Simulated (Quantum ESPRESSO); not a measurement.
TaAl4Cu2Mo, input and log of a self-consistent run

Simulated, not a measurement. The program is pw.x of Quantum ESPRESSO 7.5 (plane-wave density functional theory). The cell is made up: eight metal atoms on a face-centred cubic lattice, with elements, volume, strain and displacements drawn at random and not relaxed, so it may be unstable or far from any real phase. PseudoDojo standard norm-conserving files set the functional (PBE unless stated); there is no spin polarisation or spin-orbit coupling, the Fermi-Dirac width of 0.25 eV means electrons at about 2900 K, and the masses in the input are unused placeholders. The copper pseudopotential is less sure than most, with forces differing by about three percent and pressure by about two GPa from a second method on plain copper. Heavy elements are run without spin-orbit coupling, which real alloys of them have. A spin test at this wide smearing found no moment, but such smearing suppresses magnetism that the real alloy may have.

Input:

```
&control calculation='scf', pseudo_dir='./dojo.nc.sr.pbe.v0_5.standard.upf', outdir='./o', disk_io='minimal', tprnfor=.true., tstress=.true. /
&system ibrav=0, nat=8, ntyp=4, nbnd=49, ecutwfc=92.02030273, nosym=.true., tot_charge=0,
 occupations='smearing', smearing='fd', degauss=0.0183746611
/
&electrons conv_thr=1.470e-08, electron_maxstep=70, mixing_beta=0.5 /
ATOMIC_SPECIES
Al 1.0 Al.upf
Cu 1.0 Cu.upf
Mo 1.0 Mo.upf
Ta 1.0 Ta.upf
CELL_PARAMETERS angstrom
-1.9486 -3.8247 -1.9425
-3.9096 1.8965 1.9865
0.0689 3.7376 -3.7798
ATOMIC_POSITIONS angstrom
Ta -0.0287 0.0666 0.0457
Al -0.0161 1.9734 -1.877
Cu -1.9647 1.8187 0.0338
Mo -1.8834 3.7132 -1.7964
Al -1.8959 0.1215 -1.8886
Al -1.9187 1.8427 -3.7446
Al -3.9339 -0.0139 0.0372
Cu -3.8163 1.8825 -1.8675
K_POINTS automatic
5 5 5 1 1 1
```

The log is shortened where brackets say so; the opening notice, blank lines, dates and the lines on written files are dropped, and the path of the files is cut. It prints rydbergs, bohrs and kilobars, and counts compression as positive stress. Its total energy is the free energy E - TS of the whole cell.

```
     Program PWSCF v.7.5
     Parallel version (MPI & OpenMP), running on       4 processor cores
     Number of MPI processes:                 4
     Threads/MPI process:                     1
     [start-up lines left out]
     bravais-lattice index     =            0
     lattice parameter (alat)  =       8.9035  a.u.
     unit-cell volume          =     763.0400 (a.u.)^3
     number of atoms/cell      =            8
     number of atomic types    =            4
     number of electrons       =        77.00
     number of Kohn-Sham states=           49
     kinetic-energy cutoff     =      92.0203  Ry
     charge density cutoff     =     368.0812  Ry
     scf convergence threshold =      1.5E-08
     mixing beta               =       0.5000
     number of iterations used =            8  plain     mixing
     Exchange-correlation= PBE
                           (   1   4   3   4   0   0   0)
     [axes and pseudopotential details left out]
   Cartesian axes
     site n.     atom                  positions (alat units)
         1        Ta     tau(   1) = (  -0.0060914   0.0141355   0.0096996  )
         2        Al     tau(   2) = (  -0.0034171   0.4188433  -0.3983829  )
         3        Cu     tau(   3) = (  -0.4169968   0.3860091   0.0071739  )
         4        Mo     tau(   4) = (  -0.3997413   0.7881063  -0.3812760  )
         5        Al     tau(   5) = (  -0.4023943   0.0257877  -0.4008450  )
         6        Al     tau(   6) = (  -0.4072335   0.3911029  -0.7947707  )
         7        Al     tau(   7) = (  -0.8349486  -0.0029502   0.0078955  )
         8        Cu     tau(   8) = (  -0.8099887   0.3995503  -0.3963666  )
     number of k points=    63  Fermi-Dirac smearing, width (Ry)=  0.0184
                       cart. coord. in units 2pi/alat
        k(    1) = (  -0.1676086   0.0180169  -0.1098902), wk =   0.0320000
        k(    2) = (  -0.2002256   0.1135663  -0.2653036), wk =   0.0320000
     [further k points left out]
     Dense  grid:    91029 G-vectors     FFT dimensions: (  60,  60,  64)
     Estimated max dynamical RAM per process >     283.35 MB
     Estimated total dynamical RAM >       1.04 GB
     Initial potential from superposition of free atoms
     starting charge      76.9872, renormalised to      77.0000
     Starting wfcs are   56 randomized atomic wfcs
     total cpu time spent up to now is        7.4 secs
     per-process dynamical memory:   219.3 Mb
     Self-consistent Calculation
     iteration #  1     ecut=    92.02 Ry     beta= 0.50
     Davidson diagonalization with overlap
     ethr =  1.00E-02,  avg # of iterations =  4.3
     total cpu time spent up to now is       24.8 secs
     total energy              =   -1043.12939832 Ry
     estimated scf accuracy    <       7.40883377 Ry
     iteration #  2     ecut=    92.02 Ry     beta= 0.50
     Davidson diagonalization with overlap
     ethr =  9.62E-03,  avg # of iterations =  2.3
     total cpu time spent up to now is       41.8 secs
     total energy              =   -1047.06757758 Ry
     estimated scf accuracy    <      14.55922567 Ry
     iteration #  3     ecut=    92.02 Ry     beta= 0.50
     Davidson diagonalization with overlap
     ethr =  9.62E-03,  avg # of iterations =  2.0
     total cpu time spent up to now is       58.4 secs
     total energy              =   -1047.80706168 Ry
     estimated scf accuracy    <       2.24463815 Ry
     iteration #  4     ecut=    92.02 Ry     beta= 0.50
     Davidson diagonalization with overlap
     ethr =  2.92E-03,  avg # of iterations =  1.1
     total cpu time spent up to now is       70.6 secs
     total energy              =   -1047.72374699 Ry
     estimated scf accuracy    <       0.99122063 Ry
     iteration #  5     ecut=    92.02 Ry     beta= 0.50
     Davidson diagonalization with overlap
     ethr =  1.29E-03,  avg # of iterations =  1.8
     total cpu time spent up to now is       83.1 secs
     total energy              =   -1047.68397059 Ry
     estimated scf accuracy    <       0.35663784 Ry
     [iterations 6 to 9 left out]
     iteration # 10     ecut=    92.02 Ry     beta= 0.50
     Davidson diagonalization with overlap
     ethr =  1.03E-06,  avg # of iterations =  2.0
     total cpu time spent up to now is      171.8 secs
     total energy              =   -1047.75258164 Ry
     estimated scf accuracy    <       0.00005192 Ry
     iteration # 11     ecut=    92.02 Ry     beta= 0.50
     Davidson diagonalization with overlap
     ethr =  6.74E-08,  avg # of iterations =  3.0
     total cpu time spent up to now is      191.3 secs
     total energy              =   -1047.75258580 Ry
     estimated scf accuracy    <       0.00005540 Ry
     iteration # 12     ecut=    92.02 Ry     beta= 0.50
     Davidson diagonalization with overlap
     ethr =  6.74E-08,  avg # of iterations =  2.0
     total cpu time spent up to now is      204.3 secs
     total energy              =   -1047.75259566 Ry
     estimated scf accuracy    <       0.00000189 Ry
     iteration # 13     ecut=    92.02 Ry     beta= 0.50
     Davidson diagonalization with overlap
     ethr =  2.46E-09,  avg # of iterations =  2.0
     total cpu time spent up to now is      217.6 secs
     total energy              =   -1047.75259587 Ry
     estimated scf accuracy    <       0.00000014 Ry
     iteration # 14     ecut=    92.02 Ry     beta= 0.50
     Davidson diagonalization with overlap
     ethr =  1.86E-10,  avg # of iterations =  2.3
     total cpu time spent up to now is      233.7 secs
     End of self-consistent calculation
     [lines on levels left out]
!    total energy              =   -1047.75259589 Ry
     estimated scf accuracy    <       0.00000001 Ry
     smearing contrib. (-TS)   =      -0.06286789 Ry
     internal energy E=F+TS    =   -1047.68972799 Ry
     The total energy is F=E-TS. E is the sum of the following terms:
     one-electron contribution =    -715.22984856 Ry
     hartree contribution      =     393.54406628 Ry
     xc contribution           =    -152.64141438 Ry
     ewald contribution        =    -573.36253133 Ry
     convergence has been achieved in  14 iterations
     Forces acting on atoms (cartesian axes, Ry/au):
     atom    1 type  4   force =     0.00645073   -0.03645364   -0.02727054
     atom    2 type  1   force =     0.04843093   -0.03361954    0.00729647
     atom    3 type  2   force =    -0.01480955    0.02804744    0.01124897
     atom    4 type  3   force =    -0.00959761    0.03982798   -0.00181228
     atom    5 type  1   force =    -0.02694199   -0.02821594    0.00615373
     atom    6 type  1   force =    -0.01624106    0.01694489   -0.02223462
     atom    7 type  1   force =     0.01617392    0.01479419    0.00732142
     atom    8 type  2   force =    -0.00346537   -0.00132537    0.01929686
     Total force =     0.109466     Total SCF correction =     0.000441
     Computing stress (Cartesian axis) and pressure
          total   stress  (Ry/bohr**3)                   (kbar)     P=      126.70
   0.00067696  -0.00004587   0.00014626           99.58       -6.75       21.52
  -0.00004587   0.00112510  -0.00032611           -6.75      165.51      -47.97
   0.00014626  -0.00032611   0.00078185           21.52      -47.97      115.01
     init_run     :      7.03s CPU      7.31s WALL (       1 calls)
     electrons    :    224.92s CPU    226.32s WALL (       1 calls)
     forces       :      2.15s CPU      2.17s WALL (       1 calls)
     stress       :      8.59s CPU      8.61s WALL (       1 calls)
     [timing details left out]
     PWSCF        :   4m 2.83s CPU   4m 4.66s WALL
     JOB DONE.
```

In other units: free energy -14255.400 eV for the cell, pressure 12.67 GPa, largest force component 1.245 eV/Å in size. The run took 246 s of wall time with four MPI processes on a shared machine (Intel Xeon, older, virtual cores), so the time is rough. A rerun of this cell at a higher cutoff and on a denser mesh moved values by no more than 0.007 eV in energy, 0.06 GPa in stress and 0.007 eV/Å in force, and a second program with other atomic files agreed on that cell to 2 % rms in force and 0.5 GPa in pressure.